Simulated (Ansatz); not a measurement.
HgTe (zinc blende, space group No. 216) under volume change, plane-wave PAW PBE (Ansatz code), scaled uniformly.

| V (Å³/atom) | E − E(relaxed) (meV/atom) | P (GPa) |
|---|---|---|
| 33.462 | 38.6 | 4.12 |
| 34.565 | 16.1 | 2.48 |
| 35.668 | 3.8 | 1.13 |
| 36.771 | 0.0 | 0.00 |
| 37.874 | 3.3 | -0.94 |
| 38.977 | 12.5 | -1.71 |
| 40.081 | 26.6 | -2.35 |

**Question.** What does a third-order Birch–Murnaghan fit give for V₀, B₀ and B′?

**Answer.** V₀ = 36.77 Å³/atom, B₀ = 34.2 GPa, B′ = 5.2.

Space group F-43m (zinc blende). Symmetry was held in the PBE relaxation; phonons on a q-mesh show no instability. Spin–orbit coupling is left out wherever it is not named.

Potentials: the later of the program's two PAW sets.
